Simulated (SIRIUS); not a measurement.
A self-consistent single point of AlGa3N4 (P1, 8 atoms in the cell; from Materials Project mp-1228943, changed as shown) with SIRIUS.

Computed with PBEsol, PseudoDojo 0.4 standard norm-conserving PBEsol (tails mended) pseudopotentials (plane waves; SIRIUS).

The change in words: atoms moved at random. Reference geometry (Pm):
```
CELL_PARAMETERS angstrom
      5.14559     0.00000     0.00000
      0.00000     3.16708     0.00000
     -0.00371     0.00000     5.48365
ATOMIC_POSITIONS crystal
  Al 0.00050 0.50000 0.66730
  Ga 0.49910 0.50000 0.33520
  Ga 0.49910 0.00000 0.83130
  Ga 0.99990 0.00000 0.16620
  N  0.11920 0.50000 0.34130
  N  0.11680 0.00000 0.82530
  N  0.62020 0.00000 0.16610
  N  0.63260 0.50000 0.66730
```

Reference input (self-consistent single point, DFT, PBEsol, plane waves, PseudoDojo 0.4 standard norm-conserving PBEsol (tails mended) pseudopotentials): parameters.ngridk = 4 6 4; parameters.xc_functionals = [XC_GGA_X_PBE_SOL, XC_GGA_C_PBE_SOL]; parameters.gk_cutoff = 9.165 1/bohr; parameters.pw_cutoff = 18.331 1/bohr; parameters.smearing = gaussian; parameters.smearing_width = 0.0001 Ha; potentials = PseudoDojo 0.4 standard norm-conserving PBEsol (tails mended) pseudopotentials; parameters.electronic_structure_method = pseudopotential; parameters.num_bands = 37; parameters.num_mag_dims = 0; parameters.num_dft_iter = 100; parameters.energy_tol = 1e-07 Ha. This run's input differs from it in these lines:

```diff
@@ -46,14 +46,14 @@
       "Al": [
-        [0.0005, 0.5, 0.6673]
+        [0.011242, 0.49462, 0.667663]
       ],
       "Ga": [
-        [0.4991, 0.5, 0.3352],
-        [0.4991, 0.0, 0.8313],
-        [0.9999, 0.0, 0.1662]
+        [0.495017, 0.50031, 0.321757],
+        [0.497148, 0.01666, 0.839621],
+        [1.007657, 0.006852, 0.163566]
       ],
       "N": [
-        [0.1192, 0.5, 0.3413],
-        [0.1168, 0.0, 0.8253],
-        [0.6202, 0.0, 0.1661],
-        [0.6326, 0.5, 0.6673]
+        [0.108393, 0.48802, 0.344827],
+        [0.128293, 0.011254, 0.822792],
+        [0.61346, -0.026323, 0.16813],
+        [0.62619, 0.508607, 0.671645]
       ]
```

Log, with long lists cut:

```
[find] density tolerance         : 1e-06
[find] total energy tolerance    : 1e-07
[find] iter_solver_tol (initial) : 0.01
[find] iter_solver_tol (target)  : 1e-13
[find] num_dft_iter              : 100
Charges and magnetic moments
--------------------------------------------------------------------------------
total charge          : 62.000000
[find] | SCF iteration   0 out of 100|
[diagonalize] iterative solver tolerance (occupied, empty): 0.01 0.01
[diagonalize] average number of iterations: 2.19231
[find] Charges and magnetic moments
[find] total charge          : 62.000000
[find] Energy
   [... lines left out ...]

[find] Charges and magnetic moments
[find] total charge          : 62.000000
[find] Energy
[find] smearing (-TS)                 :       0.00000000
[find] Total energy                   :    -272.94132729 (Ha),    -545.88265457 (Ry)
[find] Free energy (E-TS)             :    -272.94132729 (Ha),    -545.88265457 (Ry)
[find] band gap (eV)                  :       2.19284653
[find] Efermi                         :       0.39538821
[find] iteration : 18, RMS (target) : 5.9285e-07 (1.0000e-06) , energy difference (target) : -2.1890e-10 (1.0000e-07)
[find] bands are converged : true
[find] iterative solver converged : false
[find] converged after 19 SCF iterations!
[find] Charges and magnetic moments
[find] total charge          : 62.000000
[find] Energy
[find] smearing (-TS)                 :       0.00000000
[find] Total energy                   :    -272.94132729 (Ha),    -545.88265457 (Ry)
[find] Free energy (E-TS)             :    -272.94132729 (Ha),    -545.88265457 (Ry)
[find] band gap (eV)                  :       2.19284653
[find] Efermi                         :       0.39538821
[ground_state] === stress tensor components [kbar] ===
[ground_state] === stress_total ===
[ground_state]    13.604245  -12.189265    6.011511
[ground_state]   -12.189265  -28.460276   21.927673
[ground_state]     6.011511   21.927673  -17.053967
[ground_state] ==== total Forces in Ha/bohr =====
   [... lines left out ...]
[ground_state] atom:    3, force:      -0.0188373     -0.0158444     -0.0001720
[ground_state] atom:    4, force:       0.0169349      0.0143911     -0.0187679
[ground_state] atom:    5, force:      -0.0186010     -0.0147311      0.0117660
[ground_state] atom:    6, force:       0.0189282      0.0330530     -0.0067648
[ground_state] atom:    7, force:       0.0116464      0.0015610     -0.0090553
```

The run converged in 19 iterations. SIRIUS prints the stress tensor with tension positive. Against the reference run the free energy rises by 47.7 meV/atom, the pressure goes from -0.30 to 1.06 GPa, the largest force goes from 0.154 to 2.402 eV/Å and the gap on the mesh goes from 2.375 to 2.193 eV.

Forces above 1 eV/Å remain at this geometry. The structure comes from a collection of computed structures, made at another level of theory; the collection holds predicted forms beside known ones.

Cost on one core: roughly 4 core-minutes.

The gap that the log prints is read on the run's mesh, which can miss the band edges or a crossing.

“Tails mended”: in these copies of the files the far tail of each local potential was reset to the Coulomb form.
